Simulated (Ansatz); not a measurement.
**Notes on AlSiCl**

```
CELL_PARAMETERS angstrom
3.82020 0.00000 0.00000
0.00000 3.80964 0.00000
0.00000 0.00000 8.09417
ATOMIC_POSITIONS crystal
Al 0.00000 0.50000 0.07000
Al 0.50000 0.00000 0.93000
Si 0.00000 0.00000 0.94000
Si 0.50000 0.50000 0.06000
Cl 0.00000 0.00000 0.30000
Cl 0.50000 0.50000 0.70000
```

Level: r2SCAN, no spin polarisation; 500 eV; 9×9×4 Γ-centred mesh; fermi-dirac occupations (width 0.1 eV); Ansatz 0.2.0, fixed geometry.

Question: What does the stress say?

Answer: The pressure is 49.9 GPa (compression positive), so with the atoms held at these fractions the cell would first expand; the forces are large, so a full relaxation may end otherwise. The principal stresses 11.8, 33.6, 104.3 GPa differ, so its shape would change too.

Question: Give the Bader charges.

Answer: Bader charges in e: Al +2.21, Si -1.60, Cl -0.60. In the mean Al gives up most and Si takes most.

Question: What happens at the Fermi level?

Answer: It is a metal, with about 1.7 states/eV a cell as the mean within 0.25 eV of the Fermi level, mostly Si p (46 %) and Cl p (24 %).

Question: Which atom feels the largest force, and which way?

Answer: The largest is on Al1 (and as large on other atoms): 6.36 eV/Å, components (0.00, 0.00, 6.36). It makes 92° with the line to a nearest neighbour, Si4 at 1.91 Å.

Origin: a known structure type with other elements, at an estimated volume, so it need not be a known compound. Caveats: many states at the Fermi level without spin polarisation, so a magnetic state may lie lower; atoms or cell far from equilibrium.
